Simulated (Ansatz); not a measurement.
YSi2 (MoSi2 or CaC2 type) was relaxed and computed twice in Ansatz (plane waves, PAW), once with PBE and once with PBEsol.

|  | run 1 | run 2 |
|---|---|---|
| cell | a = b = 3.401 Å, c = 9.931 Å, α = β = γ = 90.00° | a = b = 3.3591 Å, c = 9.8459 Å, α = β = γ = 90.00° |
| ΔH_f (eV/atom) | -0.32 | -0.41 |
| B₀ by P(V) fit (GPa) | 83.5 | 89.5 |

### Question
Which run used which functional?

### Answer
Run 1 is PBE, run 2 is PBEsol.

Constructed cells (a structure type filled with these elements, in neither database checked): YSi2, MoSi2 or CaC2 type. All cells were relaxed under the symmetry of their starts (and spin orders); stability against distortions was not tested throughout. Rows with no word on spin ran without spin polarisation. Scalar-relativistic: spin–orbit coupling is off unless named, which matters more the heavier the elements.

Potentials: the later of the program's two PAW sets.

Ansatz (an electronic-structure program) is a plane-wave DFT program.

Formation energies count from the lowest solids of the elements computed at the same level, not from gases.
